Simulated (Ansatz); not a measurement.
One stationary structure of Bi₂Te₃. Space group R-3m (No. 166), AFLOW prototype A2B3_hR5_166_c_ac (C33, as in Bi2Te3). These are PBE (plane waves to 420 eV, PAW, scalar-relativistic; Ansatz, a program for electronic structure) values and carry that method's errors.

```cif
data_Bi6Te9
_chemical_formula_sum 'Bi6 Te9'
_space_group_name_H-M_alt 'R-3m :H'
_space_group_IT_number 166
_space_group_name_Hall '-R 3 2"'
_cell_length_a 4.44919
_cell_length_b 4.44919
_cell_length_c 32.02639
_cell_angle_alpha 90.000
_cell_angle_beta 90.000
_cell_angle_gamma 120.000
loop_
_atom_site_label
_atom_site_type_symbol
_atom_site_symmetry_multiplicity
_atom_site_Wyckoff_symbol
_atom_site_fract_x
_atom_site_fract_y
_atom_site_fract_z
_atom_site_occupancy
Bi1 Bi 6 c 0.00000 0.00000 0.39746 1
Te1 Te 3 a 0.00000 0.00000 0.00000 1
Te2 Te 6 c 0.00000 0.00000 0.21555 1
```
(The calculation used a cell of 5 atoms; values per cell refer to that cell.)

* **Volume per atom**: 36.60 Å³
* **Band gap**: 0.52 eV, direct at Γ (no spin-orbit coupling)
* **Shortest distances**: Bi–Te 3.09 Å
* **k-mesh**: 9×9×9

Band energies at high-symmetry points (eV from the VBM; labels of this space group; no spin-orbit coupling), from −5 eV up to 3.5 eV:

| point | energies |
|---|---|
| Γ | -1.80 -1.74 -1.42 -1.42 -1.28 -1.28 -0.60 -0.60 0.00 0.52 1.10 1.10 2.06 2.27 2.27 |
| T | -2.22 -1.47 -1.47 -1.27 -1.16 -1.16 -0.72 -0.72 -0.26 0.80 1.33 1.33 1.92 2.04 2.04 |
| H2 | -4.18 -3.74 -3.72 -3.31 -2.76 -2.30 -1.38 -0.73 -0.55 1.55 1.91 2.55 |
| H0 | -4.18 -3.74 -3.72 -3.31 -2.76 -2.30 -1.38 -0.73 -0.55 1.55 1.91 2.55 |
| L | -4.62 -3.03 -2.98 -2.80 -2.49 -2.36 -1.67 -0.70 -0.47 0.92 1.64 2.71 3.02 |
| S0 | -4.19 -3.76 -3.71 -3.31 -2.55 -2.51 -1.30 -0.87 -0.50 1.52 2.25 2.27 |
| S2 | -4.19 -3.76 -3.71 -3.31 -2.55 -2.51 -1.30 -0.87 -0.50 1.52 2.25 2.27 |
| F | -4.41 -3.61 -3.26 -2.90 -2.13 -1.61 -1.44 -0.98 -0.85 1.43 1.55 2.18 2.85 3.16 |

No spin polarisation in the result. Without spin-orbit coupling the bands of the heavy element are not split, so the gap can be far off.

The run could not lose the symmetry of its start.
